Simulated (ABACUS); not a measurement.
ABACUS run on SiC (Cm, 2 atoms in the cell; from Materials Project mp-8062, changed as shown): self-consistent single point.

Level of theory: PBE, PseudoDojo 0.5 standard norm-conserving PBE (tails mended) pseudopotentials (plane waves; ABACUS 3.10.1).

The change in words: lattice vector a scaled by 0.99. Reference geometry (F-43m):
```yaml
crystal:
  lattice:
    - [0.00000, 2.17699, 2.17699]
    - [2.17699, 0.00000, 2.17699]
    - [2.17699, 2.17699, 0.00000]
  atoms:
    - { symbol: Si, position: [0.25000, 0.25000, 0.25000] }
    - { symbol: C, position: [0.00000, 0.00000, 0.00000] }
```

Reference input (self-consistent single point, DFT, PBE, plane waves, PseudoDojo 0.5 standard norm-conserving PBE (tails mended) pseudopotentials): KPT = Gamma 10 10 10 0 0 0; basis_type = pw; ecutwfc = 82 Ry; smearing_method = fd; smearing_sigma = 0.00367493 Ry; potentials = PseudoDojo 0.5 standard norm-conserving PBE (tails mended); symmetry = 1; symmetry_prec = 1e-05; ks_solver = dav_subspace; scf_nmax = 100; scf_thr = 1.0e-09 Ry; mixing_type = broyden. This run's input differs from it in these lines:

```diff
@@ -27,3 +27,3 @@
 LATTICE_VECTORS
-   0.0000000000    2.1769950000    2.1769950000
+   0.0000000000    2.1552250000    2.1552250000
    2.1769950000    0.0000000000    2.1769950000
@@ -37,3 +37,3 @@
 1
-   2.0569621623    2.0569621623    2.0569621623
+   2.0569621623    2.0466773279    2.0466773279
```

Output (repeated stretches shortened):

```
 SELF-CONSISTENT
 -------------------------------------------
                                 init_chg = atomic

 PW ALGORITHM --------------- ION=   1  ELEC=   1--------------------------------

 Density error is 0.441206400727
                          Error Threshold = 0.01
 E_KohnSham     -20.4026275265       -277.5919885322
 E_Fermi        0.7088869439         9.6449016746

 PW ALGORITHM --------------- ION=   1  ELEC=   2--------------------------------

 Density error is 0.0869821402133
                          Error Threshold = 0.00551508000909
 E_KohnSham     -20.5227237964       -279.2259821111
   [... lines left out ...]

 Density error is 8.78869028865e-09
                          Error Threshold = 9.00966798065e-09
 E_KohnSham     -20.5391120885       -279.4489562649
 E_Fermi        0.7609959273         10.3538807657

 PW ALGORITHM --------------- ION=   1  ELEC=   7--------------------------------

 Density error is 5.17250263529e-10
                          Error Threshold = 1.09858628608e-10
 E_KohnSham     -20.5391120904       -279.4489562895
 E_KS(sigma->0) -20.5391120896       -279.4489562791
 E_entropy(-TS) -0.0000000015        -0.0000000206
 E_Fermi        0.7610020223         10.3539636921
 charge density convergence is achieved
 final etot is -279.44895629 eV
 EFERMI = 10.353963692 eV

 STATE ENERGY(eV) AND OCCUPATIONS    NSPIN == 1
   [... 11 lines left out ...]

 TOTAL-FORCE (eV/Angstrom)
                       Si1         0.0943604104        -0.0491126670        -0.0491126670
                        C1        -0.0943604104         0.0491126670         0.0491126670

 TOTAL-STRESS (KBAR)
        53.4151672736       -14.5273311783       -14.5273311783
       -14.5273311783        66.4718369858        28.8915145681
       -14.5273311783        28.8915145681        66.4718369858
 TOTAL-PRESSURE: 62.119614 KBAR

 --------------------------------------------
 !FINAL_ETOT_IS -279.4489562894513597 eV
 --------------------------------------------
```

The run converged in 7 iterations. Against the reference run the free energy goes up by 4.8 meV/atom, the pressure goes from 3.85 to 6.21 GPa, the largest force goes from 0.000 to 0.117 eV/Å and the gap on the mesh goes from 1.360 to 1.287 eV.

The structure comes from a collection of computed structures, made at another level of theory; the collection holds predicted forms beside known ones.

Cost on one core: very roughly 90 core-seconds.

“Tails mended”: in these copies of the files the far tail of each local potential was reset to the Coulomb form.
